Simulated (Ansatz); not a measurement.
Structure: an ordered 4-atom cell of Ga2AsN on the rocksalt lattice (P4/mmm), at its r2SCAN minimum. The symmetry is P4/mmm (No. 123, tetragonal); a = 3.464 Å, c = 4.845 Å in the conventional setting, 14.53 Å³ an atom. N is surrounded by 6 Ga at 2.42–2.45 Å; Ga is surrounded by 2 N at 2.42 Å and 4 As at 2.45 Å; As is surrounded by 6 Ga at 2.42–2.45 Å; Ga is surrounded by 2 As at 2.42 Å and 4 N at 2.45 Å.

```
N Ga As
1.0
     3.46390    0.00000    0.00000
     0.00000    3.46390    0.00000
     0.00000    0.00000    4.84503
N Ga As
1 2 1
Direct
  0.00000 0.00000 0.00000
  0.00000 0.00000 0.50000
  0.50000 0.50000 0.00000
  0.50000 0.50000 0.50000
```

The questions ask for values computed with the PAW code Ansatz on this geometry. The calculation is non-magnetic, and the structure need not be a phase that has been made.

Question: Is there a gap with r2SCAN, and of what kind?

Answer: r2SCAN gives no gap: the lowest nominally empty band dips 3.04 eV below the top of the last filled one (its bottom at M–Γ (0.10 of the way from M), the top at R), so the cell is a metal or semimetal at this level.

Question: Estimate the gap with PBE on 8×8×6.

Answer: PBE gives no gap: the lowest nominally empty band dips 2.99 eV below the top of the last filled one (its bottom at M–Γ (0.10 of the way from M), the top at R), so the cell is a metal or semimetal at this level.

Question: How does the gap change from r2SCAN to PBE+SOC (8×8×6)?

Answer: With PBE+SOC the bands overlap by 2.98 eV (counted from 1, band 46 peaks at R and band 47 bottoms out at M): no gap. Spin-orbit coupling itself accounts for +0.01 eV.

Only the levels marked +SOC include spin-orbit coupling.

Where an edge lies off the special points, it is a point of the mesh or the k point where a search put PBE's edge or least direct gap, reused for the other functionals, whose own edges may lie a little apart.
